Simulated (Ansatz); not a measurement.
Geometry optimisation in Ansatz: input, command and trajectory.

```yaml
crystal:
  lattice:
    - [-1.901242, 1.901242, 8.4819]
    - [1.901242, -1.901242, 8.4819]
    - [1.901242, 1.901242, -8.4819]
  atoms:
    - { symbol: Se, position: [0.25, 0.75, 0.5] }
    - { symbol: Se, position: [0.75, 0.25, 0.5] }
    - { symbol: Se, position: [0.5, 0.5, 0.0] }
    - { symbol: Br, position: [0.0, 0.0, 0.0] }
basis:
  ecutwfc: 420
kpoints:
  mp_grid: { grid: [16, 16, 16] }
hamiltonian:
  xc: pbe
  dispersion: d3bj
scf:
  occupations: { method: gaussian, width: 0.1 }
output:
  forces: true
  stress: true
  eigenvalues: true
relax:
  adjacent_minimum: "off"
  f_tol: 0.005
  max_steps: 80
  cell: { stress_tol: 0.05 }
```

```bash
ansatz run input.yaml --threads 1 --pin off --max-ram 2560MiB --backend cpu --events-out ev --progress --plain --runs-dir out
```

Method: DFT PBE+D3(BJ), scalar-relativistic, plane waves, PAW in Ansatz.

Of 6 frames 6 are shown, positions in Å and forces in eV/Å; the SCF threshold varies from step to step. Steps run on the plane waves of an earlier cell, with a Pulay correction in the pressure. The basis is chosen afresh for the last frame, the zero of the energies, and at times for earlier ones too; energy and pressure step there, also at an unchanged geometry.

```xyz
4
Lattice="-1.9012 1.9012 8.4819 1.9012 -1.9012 8.4819 1.9012 1.9012 -8.4819" Properties=species:S:1:pos:R:3:forces:R:3 pbc="T T T" step=1 free_energy_over_end_meV_per_atom=38.35 pressure_GPa=-1.37
Se    1.9012    0.0000    4.2409    0.0000    0.0000    0.0000
Se    0.0000    1.9012    4.2409    0.0000    0.0000    0.0000
Se    0.0000    0.0000    8.4819    0.0000    0.0000    0.0000
Br    0.0000    0.0000    0.0000    0.0000    0.0000    0.0000
4
Lattice="-1.8813 1.8813 8.0649 1.8813 -1.8813 8.0649 1.8813 1.8813 -8.0649" Properties=species:S:1:pos:R:3:forces:R:3 pbc="T T T" step=2 free_energy_over_end_meV_per_atom=21.90 pressure_GPa=-0.06
Se    1.8813    0.0000    4.0325    0.0000    0.0000    0.0000
Se    0.0000    1.8813    4.0325    0.0000    0.0000    0.0000
Se    0.0000    0.0000    8.0649    0.0000    0.0000    0.0000
Br    0.0000    0.0000    0.0000    0.0000    0.0000    0.0000
4
Lattice="-1.8849 1.8849 7.6510 1.8849 -1.8849 7.6510 1.8849 1.8849 -7.6510" Properties=species:S:1:pos:R:3:forces:R:3 pbc="T T T" step=3 free_energy_over_end_meV_per_atom=7.99 pressure_GPa=-0.27
Se    1.8849    0.0000    3.8255    0.0000    0.0000    0.0000
Se    0.0000    1.8849    3.8255    0.0000    0.0000    0.0000
Se    0.0000    0.0000    7.6510    0.0000    0.0000    0.0000
Br    0.0000    0.0000    0.0000    0.0000    0.0000    0.0000
4
Lattice="-1.8859 1.8859 7.2375 1.8859 -1.8859 7.2375 1.8859 1.8859 -7.2375" Properties=species:S:1:pos:R:3:forces:R:3 pbc="T T T" step=4 free_energy_over_end_meV_per_atom=0.10 pressure_GPa=-0.09
Se    1.8859    0.0000    3.6187    0.0000    0.0000    0.0000
Se    0.0000    1.8859    3.6187    0.0000    0.0000    0.0000
Se    0.0000    0.0000    7.2375    0.0000    0.0000    0.0000
Br    0.0000    0.0000    0.0000    0.0000    0.0000    0.0000
4
Lattice="-1.8860 1.8860 7.1527 1.8860 -1.8860 7.1527 1.8860 1.8860 -7.1527" Properties=species:S:1:pos:R:3:forces:R:3 pbc="T T T" step=5 free_energy_over_end_meV_per_atom=-0.23 pressure_GPa=-0.01
Se    1.8860    0.0000    3.5763    0.0000    0.0000    0.0000
Se    0.0000    1.8860    3.5763    0.0000    0.0000    0.0000
Se    0.0000    0.0000    7.1527    0.0000    0.0000    0.0000
Br    0.0000    0.0000    0.0000    0.0000    0.0000    0.0000
4
Lattice="-1.8860 1.8860 7.1527 1.8860 -1.8860 7.1527 1.8860 1.8860 -7.1527" Properties=species:S:1:pos:R:3:forces:R:3 pbc="T T T" step=6 free_energy_over_end_meV_per_atom=0.00 pressure_GPa=-0.01
Se    1.8860    0.0000    3.5763    0.0000    0.0000    0.0000
Se    0.0000    1.8860    3.5763    0.0000    0.0000    0.0000
Se    0.0000    0.0000    7.1527    0.0000    0.0000    0.0000
Br    0.0000    0.0000    0.0000    0.0000    0.0000    0.0000
```

Time: 8.3 min on 1 thread of Arm Neoverse V1 (shared host), peak memory 1.1 GiB.

Spin polarisation was left out, and a magnetic state may lie lower.